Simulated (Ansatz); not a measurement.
Does relaxation matter for the field gradients of LiF with Ba replacing Li?

Start: a supercell of LiF (rock salt type, Fm-3m) built from a structure deposited in the COD, with all atoms left at the host's positions.

Space group Fm-3m (No. 225); a = 12.0840 Å.

```csv
site,Wyckoff,site symmetry,x,y,z
Ba,4a,m-3m,0.0000,0.0000,0.0000
Li2,48h,m.m2,0.1667,0.1667,0.0000
Li5,32f,.3m,0.3333,0.1667,0.1667
Li15,24e,4m.m,0.5000,0.5000,0.3333
F28,32f,.3m,0.1667,0.1667,0.1667
F30,24e,4m.m,0.5000,0.5000,0.1667
F32,48i,m.m2,0.5000,0.3333,0.3333
F41,4b,m-3m,0.5000,0.5000,0.5000
```

One atom of each set is listed; the run and its k-mesh use a cell of 54 atoms with edges of 8.54, 8.54, 8.54 Å.

Level of theory: DFT, PBE, plane waves and PAW, scalar-relativistic, 420 eV cutoff, Γ-centred 3×3×3 k-points, Fermi–Dirac smearing 0.01 eV, cell charge +1 (Ansatz 0.2.0).

The largest force at the start is 9.0 eV/Å. Relaxing the ions at fixed cell moves them by 0.332 Å at most (atom 30, F) and 0.139 Å rms.

```
site  moved (Å)              first shell before    first shell after  V_zz before (10²¹ V/m²)  η before
  Ba      0.000                   6 F at 2.01 Å        6 F at 2.35 Å                     0.00         –
 Li2      0.161                   6 F at 2.01 Å   6 F at 1.91–2.14 Å                    0.085      0.41
Li15      0.093                   6 F at 2.01 Å   6 F at 1.78–2.01 Å                    0.022      0.00
 F28      0.030                  6 Li at 2.01 Å  6 Li at 2.01–2.04 Å                     0.86      0.00
 F30      0.332  5 Li at 2.01 Å, 1 Ba at 2.01 Å  5 Li at 1.78–2.14 Å                    -6.18      0.00
 F32      0.003                  6 Li at 2.01 Å  6 Li at 1.91–2.01 Å                     0.46      0.14
```

**Question.** How do the gradients change?

**Answer.** 

```
site  V_zz after  η after  change of V_zz
  Ba        0.00        –            0.00
 Li2        0.15     0.52           +0.06
Li15      -0.079     0.00           -0.10
 F28        0.46     0.00           -0.40
 F30       -2.68     0.00           +3.50
 F32       -1.95     0.42           -2.41
```

The largest change of V_zz is on F30, from -6.18 to -2.68. Small gradients that grow severalfold: F32 (0.46 to -1.95). In per cent, |V_zz| changes by -57 to -47 on F (all sites that start above 0.5). Where |V_zz| stays above 0.1, η moves most on F32, from 0.14 to 0.42. V_zz changes sign on F32 (same axis), Li15 (same axis). Other sites with |V_zz| of 0.02 or less aren't listed.

The defect repeats with the cell of 54 atoms, so it feels its images: sites between two images don't show the values beside a lone defect, and zeros or small values of η there can come from the images' arrangement. A uniform background compensates the cell's charge. With these PAW files V_zz is typically within 2 to 3 % of all-electron values, but misses above 10 % occur on Li.
Before: Without spin–orbit coupling (the program notes it for Ba) the gradients are little affected as a rule: paired runs on crystals with a gap mostly move them by under 2 % at such atoms. The cell keeps the host's lattice, where the PBE pressure is 21 GPa (in a charged cell this depends on the convention for the mean potential). The neighbours have not yet relaxed around the defect (largest force 9.0 eV/Å), so the values at and beside it are those of a strained start, not of the defect in a real crystal.
After: The relaxation keeps the site symmetry m-3m of the start, so the impurity can't leave its site; a start off the site could end lower. The cell keeps the host's lattice, where the PBE pressure is 12 GPa (in a charged cell this depends on the convention for the mean potential).
